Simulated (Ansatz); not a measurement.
input.yaml (Ansatz)

```yaml
crystal:
  lattice:
    - [4.0235368861, 0.0, 0.0]
    - [-2.011768443, 3.4844851564, 0.0]
    - [0.0, 0.0, 2.5244028356]
  atoms:
    - { symbol: Ru, position: [1.0, 1.0, 0.0] }
    - { symbol: Ru, position: [0.3333333333, 0.6666666667, 0.5] }
    - { symbol: Ru, position: [0.6666666667, 0.3333333333, 0.5] }
hamiltonian:
  xc: lda
  pseudopotentials:
    kind: paw
    azcp:
      Ru: "pseudopotentials/Ru.paw.azcp"
basis:
  ecutwfc: 420
  fft_grid_basis: typed
kpoints:
  mp_grid: { grid: [10, 10, 13], shift: [0, 0, 0] }
magnetization:
  spin_polarized: false
scf:
  occupations: { method: fermi_dirac, width: 0.1 }
  lower_state_search: "off"
output:
  stress: true
  write_density: true
  write_potential: true
  elf: true
  volumetric_format: npy
```

Terminal output

```
Warning: the record states the generating functional pbe (its physics header spells it `PBE`), which answers neither for hamiltonian.xc's functional nor for the lda family's — results may be inconsistent (PPs are generated against a specific XC)
Engine: ansatz 0.2.0, aarch64-unknown-linux-gnu
Pseudopotentials: kind: paw
Pseudopotential: Ru, paw, valence charge 16, recommended cutoff 420 eV (normal) 
Functional definition: SPW92
  exchange = slater_x
  correlation = pw_c
Crystal: 3 atoms, lattice volume = 35.392 Å³
Basis set: ecut = 420 eV, 693 PW (Γ)
Bands: 29, of which v1, the nominal top of the filled ones, is band 24 counted from 1 (23 counted from 0)
Symmetry: 24 space group operations
Space group: P6/mmm (ITA 191), of the structure as read, at distance tolerance 3.3e-5 Å
k-points: 98 of 1300
Non-local potential: Ru, projectors of the file, l = 0: 3, l = 1: 2, l = 2: 2, l = 3: 1
PAW form: soft (Blöchl's): semilocal exchange-correlation on the pseudo side does not see the compensation charge
PAW frozen core: Ru, regenerated for the run's functional, and the local potential with it (the file was generated under x = pbe(κ = 0.804, μ = 0.2195149727645171), c = pbe(β = 0.06672455060314922))
PAW one-centre angular grid: Ru, 590 points (default); XC on 64 Gauss nodes
Initial density: superposition of atomic densities (neutral atoms: chi_scale 0, normalization atom), corrected by the library's trained network
Initial wavefunctions: pseudopotential atomic-orbital guess
Functional: x = slater, c = lda
SCF iter   1: F=—  HF=-17273.300357 eV  |F-HF|=—  |Δ(HF+E_count)|=         —  Δρ=1.52e-2  dr2=6.09e-2  ethr=1.77e-3  ⟨swp⟩=5.2  Hψ=11615  notcnv=0
SCF iter   2: F=—  HF=-17273.292806 eV  |F-HF|=—  |Δ(HF+E_count)|=   7.55e-3  Δρ=8.51e-3  dr2=2.58e-2  ethr=1.27e-4  ⟨swp⟩=1.1  Hψ=3648  notcnv=0
SCF iter   3: F=—  HF=-17273.289626 eV  |F-HF|=—  |Δ(HF+E_count)|=   3.18e-3  Δρ=1.11e-3  dr2=3.09e-4  ethr=5.37e-5  ⟨swp⟩=2.0  Hψ=4068  notcnv=0
SCF iter   4: F=—  HF=-17273.289535 eV  |F-HF|=—  |Δ(HF+E_count)|=   9.11e-5  Δρ=3.16e-4  dr2=2.74e-5  ethr=6.43e-7  ⟨swp⟩=2.0  Hψ=5135  notcnv=0
SCF iter   5: F=—  HF=-17273.289529 eV  |F-HF|=—  |Δ(HF+E_count)|=   6.66e-6  Δρ=5.52e-5  dr2=5.06e-7  ethr=5.70e-8  ⟨swp⟩=2.5  Hψ=4899  notcnv=0
SCF iter   6: F=-17273.289529 eV  HF=-17273.289529 eV  |F-HF|=3.74e-9  |Δ(HF+E_count)|=   6.90e-8  Δρ=7.40e-6  dr2=7.73e-9  ethr=2.08e-10  ⟨swp⟩=9.2  Hψ=20088  notcnv=0
SCF 1 converged in 6 iterations: F = -17273.289529 eV  dr2 = 7.73e-9
SCF converged after 6 iterations
Free energy (F): -17273.289529 eV
Harris-Foulkes:  -17273.289529 eV  (|F-HF|=3.74e-9)
Internal energy: -17273.200912 eV  (E = F + TS)
E sigma→0 (E₀):  -17273.245220 eV
Entropy (-TS):   -0.088617 eV (-29.539 meV/atom)
Fermi energy:    27.784723 eV
--- Per-component energies (eV) ---
  E_band       = 15.916834
  E_kinetic    = 1567.338308
  E_local      = -3379.218351  (includes V_loc(G=0)·N_el)
  E_nonlocal   = 1050.469561
  E_hartree    = 1091.205672
  E_xc         = -576.586326
  E_vxc        = -727.185245  (∫ρ·V_xc dr)
  E_paw        = -10026.794858  (= ΣΔE_a)
  E_vpaw       = -677.893869  (= ΣTr[D̂ρ^β])
  E_aug_tail   = -0.000752  (compensation charges beyond the density's cutoff)
  E_ewald      = -7001.329220
  E_core_change = 1.715055  (= ΣΔE_core)
  E_smearing   = -0.088617  (= −TS)
  E_closure    = 0.000000  (closes the sum)
  Σ components = -17273.289529   (vs F -17273.289529, Δ=0.00e0)
--- Stress (GPa, compression-positive) ---
       61.585483       0.000000       0.000000
        0.000000      61.585483       0.000000
        0.000000       0.000000      55.435468
  P = ⅓ Tr σ = 59.5355 GPa (595.355 kbar)
--- Band table (eV; the first three rows and the last of 98) ---
  k-point 0: bands = ["-45.8062", "-45.3668", "-45.2728", "-16.4006", "-16.4006", "-15.8248", "-15.8248", "-15.3024", "-14.8533", "-14.8423", "-14.7694", "-14.7694", "18.7143", "20.1859", "23.6183", "23.6199", "23.6199", "23.6233", "23.6233", "24.2098", "25.0475", "25.0475", "25.9135", "25.9135", "26.0302", "26.0302", "30.0102", "30.0102", "38.5735"]
  k-point 1: bands = ["-45.7959", "-45.3628", "-45.2661", "-16.3928", "-16.3928", "-15.8072", "-15.8072", "-15.3588", "-14.9204", "-14.8981", "-14.7758", "-14.7758", "18.9127", "20.4091", "23.2835", "23.2835", "23.4099", "23.4099", "23.9186", "24.4215", "24.9248", "24.9248", "26.0710", "26.0710", "26.3102", "26.3102", "29.8921", "29.8921", "38.7406"]
  k-point 2: bands = ["-45.7671", "-45.3520", "-45.2474", "-16.3714", "-16.3714", "-15.7568", "-15.7568", "-15.5126", "-15.1051", "-15.0514", "-14.7952", "-14.7952", "19.4599", "21.0364", "22.5125", "22.5125", "22.8920", "22.8920", "24.7913", "24.8899", "24.8899", "25.0662", "26.0887", "26.0887", "26.9593", "26.9593", "29.6463", "29.6463", "39.0245"]
  k-point 97: bands = ["-45.4185", "-45.3598", "-45.3083", "-16.6924", "-16.1766", "-16.0801", "-15.7487", "-15.7246", "-15.4911", "-15.3070", "-15.2605", "-14.7674", "19.8639", "21.4756", "22.1578", "22.2316", "22.4541", "22.7495", "23.6576", "24.3409", "24.9679", "25.3861", "26.8316", "29.0575", "29.8385", "30.0581", "30.4839", "31.5431", "33.8985"]
```
